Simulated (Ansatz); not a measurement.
## What DFT gives for KLuS2

```xyz
4
Lattice="3.9737 0.0000 0.0000 -1.9869 3.4414 0.0000 -1.9869 1.1471 7.3360" Properties=species:S:1:pos:R:3 pbc="T T T"
Lu    0.0000    2.2942    3.6680
K     0.0000    0.0000    0.0000
S    -1.9869    3.4414    5.1431
S     1.9869    1.1471    2.1930
```

The numbers come from plane-wave PAW DFT (Ansatz): r2SCAN, no spin polarisation, 500 eV, 8×8×8 Γ-centred k points, fermi-dirac occupations (width 0.0509 eV). Nothing was relaxed.

(1) Give the Bader charges.

(2) Which orbitals make up the band edges?

(3) What is the formation energy?

(4) What is the band gap?

Origin: a database entry at a rescaled volume.

Results:

(1) Bader charges in e: K +0.81, Lu +2.01, S -1.41. In the mean Lu gives up most and S takes most.

(2) Within 0.7 eV of the edges, the states project mainly on S p (93 %) below the gap and on Lu d (73 %) above it.

(3) -2.14 eV an atom against the elements' usual phases (free molecules for gases, crystals otherwise, with no correction for O₂ or N₂), so it is bound against them; other compounds may still compete. Relaxing would lower it.

(4) The gap is 2.72 eV, indirect (the least direct gap found is 3.57 eV).
